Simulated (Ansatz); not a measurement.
BaTiO$_{3}$ (tetragonal-perovskite type, space group P4mm)

```xyz
5
Lattice="3.9554 0.0000 0.0000 0.0000 3.9554 0.0000 0.0000 0.0000 4.0444" Properties=species:S:1:pos:R:3 pbc="T T T"
Ti     1.9777     1.9777     1.8075
Ba     0.0000     0.0000     3.7687
O      1.9777     1.9777     3.6476
O      1.9777     0.0000     1.6690
O      0.0000     1.9777     1.6690
```

In each cell atom 4 (O, nearest neighbour Ti at 1.983 Å; its periodic images, 4.0 Å or more away, move with it) moves by s·(0.707, 0.707, 0.000) (along Cartesian [110]), the rest being held.

Calculation: PBEsol (plane waves to 420 eV, PAW, scalar-relativistic; Ansatz, a first-principles code). k mesh 7×7×7 (Γ-centred), Fermi-Dirac smearing 0.05 eV. Energies are smeared free energies. BaTiO3 is run without spin polarisation. BaTiO3 was relaxed with its symmetry unable to fall. ΔE is measured from the undisplaced structure.

| s (Å) | ΔE (meV/cell) |
|---|---|
| -0.200 | 128.7 |
| -0.160 | withheld |
| -0.120 | 44.7 |
| -0.080 | 19.6 |
| -0.040 | 4.9 |
| 0.000 | 0.0 |
| 0.040 | 4.9 |
| 0.080 | 19.6 |
| 0.120 | 44.7 |
| 0.160 | withheld |
| 0.200 | 128.7 |

Q: Fit an even polynomial form (powers 2, 4) to the given rows and predict ΔE at s = -0.160.

A: Least squares on the 9 given rows: ΔE = (3039)·s² + (4466)·s⁴, in meV/cell with s in Å; root-mean-square residual 0.02 meV/cell. At -0.160 the fit gives 80.7 meV/cell; the calculation gives 80.8 meV/cell, so the interpolation is off by -0.1 (-0.1 %). The quadratic term alone would give 77.8 meV/cell.

(A displaced cell: forces are minus the slopes of the energy, force constants its curvatures, and phonons follow from these.)
